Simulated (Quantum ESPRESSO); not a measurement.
Al3ZnN3O, input and log of a self-consistent run

Computed values, not a measurement. The program is pw.x of Quantum ESPRESSO 7.5 (plane-wave density functional theory). The cell is made up: 8 atoms on a wurtzite lattice, with randomly drawn elements, strain and displacements, not relaxed. PseudoDojo standard norm-conserving files (v0.5 for PBE, v0.4.1 for LDA and PBEsol) set the functional; there is no spin polarisation, spin-orbit coupling or dispersion term, and the masses in the input are unused placeholders.

Input:

```
&control calculation='scf', pseudo_dir='./dojo.nc.sr.pbe.v0_5.standard.upf', outdir='./o', disk_io='medium', tprnfor=.true., tstress=.true. /
&system ibrav=0, nat=8, ntyp=4, nbnd=31, ecutwfc=105.61755193, nosym=.true., tot_charge=0,
 occupations='smearing', smearing='fd', degauss=0.0018374661
/
&electrons conv_thr=7.350e-09, electron_maxstep=60, /
ATOMIC_SPECIES
Al 1.0 Al.upf
N 1.0 N.upf
O 1.0 O.upf
Zn 1.0 Zn.upf
CELL_PARAMETERS angstrom
3.0639 0.0011 -0.0431
0.0019 5.3266 0.0183
-0.0704 0.0173 5.1132
ATOMIC_POSITIONS angstrom
Al -0.0073 -0.0372 0.0177
Zn 1.552 2.7018 -0.0278
Al 1.5404 0.897 2.5228
Al -0.0445 3.5581 2.5589
N -0.0302 0.0116 1.9111
N 1.5541 2.6498 1.9636
N 1.4741 0.8695 4.4688
O -0.0737 3.5497 4.5143
K_POINTS automatic
8 6 6 1 1 1
```

The log is shortened where brackets say so; the opening notice, blank lines, dates and the lines on written files are dropped, and the path of the files is cut. It prints rydbergs, bohrs and kilobars, and counts compression as positive stress. With no partly filled state, the Fermi energy that it prints is only some level between the filled and the empty states on the mesh, and need not lie in the true gap.

```
     Program PWSCF v.7.5
     Parallel version (MPI & OpenMP), running on       1 processor cores
     Number of MPI processes:                 1
     Threads/MPI process:                     1
     [start-up lines left out]
     bravais-lattice index     =            0
     lattice parameter (alat)  =       5.7905  a.u.
     unit-cell volume          =     563.0213 (a.u.)^3
     number of atoms/cell      =            8
     number of atomic types    =            4
     number of electrons       =        50.00
     number of Kohn-Sham states=           31
     kinetic-energy cutoff     =     105.6176  Ry
     charge density cutoff     =     422.4702  Ry
     scf convergence threshold =      7.3E-09
     mixing beta               =       0.7000
     number of iterations used =            8  plain     mixing
     Exchange-correlation= PBE
                           (   1   4   3   4   0   0   0)
     [axes and pseudopotential details left out]
   Cartesian axes
     site n.     atom                  positions (alat units)
         1        Al     tau(   1) = (  -0.0023823  -0.0121402   0.0057764  )
         2        Zn     tau(   2) = (   0.5064938   0.8817300  -0.0090725  )
         3        Al     tau(   3) = (   0.5027082   0.2927351   0.8233135  )
         4        Al     tau(   4) = (  -0.0145225   1.1611827   0.8350947  )
         5        N      tau(   5) = (  -0.0098557   0.0037856   0.6236858  )
         6        N      tau(   6) = (   0.5071791   0.8647598   0.6408191  )
         7        N      tau(   7) = (   0.4810712   0.2837605   1.4583889  )
         8        O      tau(   8) = (  -0.0240519   1.1584414   1.4732377  )
     number of k points=   144  Fermi-Dirac smearing, width (Ry)=  0.0018
     Number of k-points >= 100: set verbosity='high' to print them.
     Dense  grid:    82507 G-vectors     FFT dimensions: (  40,  72,  64)
     Estimated max dynamical RAM per process >     102.91 MB
     Initial potential from superposition of free atoms
     starting charge      49.9925, renormalised to      50.0000
     Starting wfcs are   38 randomized atomic wfcs
     total cpu time spent up to now is       31.6 secs
     per-process dynamical memory:    84.1 Mb
     Self-consistent Calculation
     iteration #  1     ecut=   105.62 Ry     beta= 0.70
     Davidson diagonalization with overlap
     ethr =  1.00E-02,  avg # of iterations =  3.6
     total cpu time spent up to now is      110.6 secs
     total energy              =    -526.89075244 Ry
     estimated scf accuracy    <       2.36117260 Ry
     iteration #  2     ecut=   105.62 Ry     beta= 0.70
     Davidson diagonalization with overlap
     ethr =  4.72E-03,  avg # of iterations =  2.7
     total cpu time spent up to now is      179.7 secs
     total energy              =    -527.58392202 Ry
     estimated scf accuracy    <       1.90753789 Ry
     iteration #  3     ecut=   105.62 Ry     beta= 0.70
     Davidson diagonalization with overlap
     ethr =  3.82E-03,  avg # of iterations =  2.0
     total cpu time spent up to now is      244.1 secs
     total energy              =    -527.90771490 Ry
     estimated scf accuracy    <       0.04172703 Ry
     iteration #  4     ecut=   105.62 Ry     beta= 0.70
     Davidson diagonalization with overlap
     ethr =  8.35E-05,  avg # of iterations =  9.1
     total cpu time spent up to now is      336.7 secs
     total energy              =    -527.92574707 Ry
     estimated scf accuracy    <       0.00793047 Ry
     iteration #  5     ecut=   105.62 Ry     beta= 0.70
     Davidson diagonalization with overlap
     ethr =  1.59E-05,  avg # of iterations =  4.7
     total cpu time spent up to now is      399.7 secs
     total energy              =    -527.92656917 Ry
     estimated scf accuracy    <       0.00285958 Ry
     [iterations 6 to 7 left out]
     iteration #  8     ecut=   105.62 Ry     beta= 0.70
     Davidson diagonalization with overlap
     ethr =  1.93E-08,  avg # of iterations =  4.1
     total cpu time spent up to now is      624.3 secs
     total energy              =    -527.92664751 Ry
     estimated scf accuracy    <       0.00000830 Ry
     iteration #  9     ecut=   105.62 Ry     beta= 0.70
     Davidson diagonalization with overlap
     ethr =  1.66E-08,  avg # of iterations =  2.0
     total cpu time spent up to now is      692.3 secs
     total energy              =    -527.92664824 Ry
     estimated scf accuracy    <       0.00000070 Ry
     iteration # 10     ecut=   105.62 Ry     beta= 0.70
     Davidson diagonalization with overlap
     ethr =  1.39E-09,  avg # of iterations =  2.6
     total cpu time spent up to now is      769.6 secs
     total energy              =    -527.92664846 Ry
     estimated scf accuracy    <       0.00000003 Ry
     iteration # 11     ecut=   105.62 Ry     beta= 0.70
     Davidson diagonalization with overlap
     ethr =  6.85E-11,  avg # of iterations =  4.0
     total cpu time spent up to now is      845.9 secs
     total energy              =    -527.92664847 Ry
     estimated scf accuracy    <       0.00000004 Ry
     iteration # 12     ecut=   105.62 Ry     beta= 0.70
     Davidson diagonalization with overlap
     ethr =  6.85E-11,  avg # of iterations =  2.0
     total cpu time spent up to now is      904.9 secs
     End of self-consistent calculation
     Number of k-points >= 100: set verbosity='high' to print the bands.
     the Fermi energy is    10.0514 ev
!    total energy              =    -527.92664847 Ry
     estimated scf accuracy    <          6.6E-09 Ry
     smearing contrib. (-TS)   =       0.00000000 Ry
     internal energy E=F+TS    =    -527.92664847 Ry
     The total energy is F=E-TS. E is the sum of the following terms:
     one-electron contribution =    -439.25260560 Ry
     hartree contribution      =     244.32655736 Ry
     xc contribution           =     -79.02359972 Ry
     ewald contribution        =    -253.97700051 Ry
     convergence has been achieved in  12 iterations
     Forces acting on atoms (cartesian axes, Ry/au):
     atom    1 type  1   force =     0.01459456    0.04893648   -0.01081904
     atom    2 type  4   force =    -0.01025940   -0.09029647    0.06407845
     atom    3 type  1   force =    -0.02334269   -0.00387155    0.02753371
     atom    4 type  1   force =     0.04288260   -0.00497317   -0.00280095
     atom    5 type  2   force =     0.02018618   -0.03418043    0.00537751
     atom    6 type  2   force =    -0.04577099    0.03540806    0.04225775
     atom    7 type  2   force =    -0.01268954   -0.06848650   -0.03365829
     atom    8 type  3   force =     0.01439929    0.11746360   -0.09196915
     Total force =     0.231227     Total SCF correction =     0.000136
     Computing stress (Cartesian axis) and pressure
          total   stress  (Ry/bohr**3)                   (kbar)     P=      107.18
   0.00132818   0.00006741   0.00019498          195.38        9.92       28.68
   0.00006741   0.00079118  -0.00013600            9.92      116.39      -20.01
   0.00019498  -0.00013600   0.00006642           28.68      -20.01        9.77
     init_run     :     30.69s CPU     31.48s WALL (       1 calls)
     electrons    :    805.33s CPU    873.27s WALL (       1 calls)
     forces       :     12.06s CPU     12.26s WALL (       1 calls)
     stress       :     47.57s CPU     47.85s WALL (       1 calls)
     [timing details left out]
     PWSCF        :  14m56.30s CPU  16m 6.97s WALL
     JOB DONE.
```

In other units: free energy -7182.808 eV for the cell, pressure 10.72 GPa, largest force component 3.020 eV/Å. This run is the check on a run of the same cell at 1143 eV and a 6 x 4 x 4 mesh: rerunning at 1437 eV and a 8 x 6 x 6 mesh moved values by no more than 0.002 eV in energy, 0.02 GPa in stress and 0.002 eV/Å in force.